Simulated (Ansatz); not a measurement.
BaTiO3:
```
BaTiO3
1.0
    0.00000     2.85803    -2.87385
    0.00000     2.85803     2.87385
    3.96365     0.00000     0.00000
Ba Ti O
1 1 3
Cartesian
  0.00000   2.85803  -2.84510
  1.98183   2.85803   0.11792
  1.98183   4.24726   1.34328
  1.98183   1.46880   1.34328
  0.00000   2.85803  -0.07496
```

r²SCAN in the plane-wave PAW code Ansatz gives a gap of 2.66 eV without spin–orbit coupling, maximum at T, minimum at Γ.

Problem. What happens when spin–orbit coupling is switched on?

Solution. The gap drops by 0.01 eV, to 2.65 eV; maximum at T, minimum at Γ.

Problem. Give the electron effective mass with spin–orbit coupling.

Solution. 0.55, 0.91, 1.4 mₑ (principal values).

Space group Amm2. This is a known low-temperature phase of the composition, computed here at zero pressure and temperature. The r²SCAN relaxation kept the symmetry of its start; its stability against distortions is not shown here. No spin polarisation was allowed.

Potentials: the later of the program's two PAW sets.
